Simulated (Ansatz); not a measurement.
Start of a relaxation of AgRhI6:

```cif
data_structure
_symmetry_space_group_name_H-M 'Fm-3m'
_symmetry_Int_Tables_number 225
_cell_length_a 11.7000
_cell_length_b 11.7000
_cell_length_c 11.7000
_cell_angle_alpha 90.000
_cell_angle_beta 90.000
_cell_angle_gamma 90.000
_cell_volume 1601.61
loop_
_atom_site_label
_atom_site_type_symbol
_atom_site_symmetry_multiplicity
_atom_site_Wyckoff_symbol
_atom_site_fract_x
_atom_site_fract_y
_atom_site_fract_z
_atom_site_occupancy
Ag1 Ag 4 a 0.00000 0.00000 0.00000 1
Rh1 Rh 4 b 0.50000 0.00000 0.00000 1
I1 I 24 e 0.25726 0.00000 0.00000 1
```

Method: DFT PBE, scalar-relativistic, plane waves, PAW (Ansatz 0.2.0). Cutoff 420 eV, Gaussian smearing, Γ-centred meshes. Cell and atoms relax first on a coarse mesh and then on a finer one. In between, the cell is made exact in the group found at 0.06 Å. In metals the finer mesh still leaves noise of several meV/atom or more. The steps can't lower the symmetry of their start. Collinear spin, starting moments Rh 1.0 μB.

A guess keeps its type if space group and coordination stay and the shape of the cell changes little (axis ratios within about 15 %, angles within 6°); the volume may change.

Q: Does this structure survive the relaxation?

A: It keeps its type. The symmetry stays Fm-3m (No. 225). The volume per atom shrinks by 11.0 %, from 50.1 to 44.6 Å³. The shortest distance goes from 2.84 Å (Rh–I) to 2.69 Å (Rh–I). Counting neighbours within 15 % of an atom's shortest distance, the start has Ag 6, I 2, Rh 6 and the end Ag 6, I 2, Rh 6.

Formation energies are uncorrected and refer to the elements' standard structures at the same level.

Q: At what energy does it end?

A: +0.08 eV/atom. The separate elements lie lower, so it is unstable against them.

The last run used collinear spin, a 6×6×6 mesh for its 8-atom cell and Gaussian smearing of 0.10 eV. These runs have no spin–orbit coupling, which can matter for I. The reference form of I is held partly by dispersion forces, which this level lacks. The magnetic state reached may not be the lowest. A structure relaxed within its symmetry needn't be a true minimum.
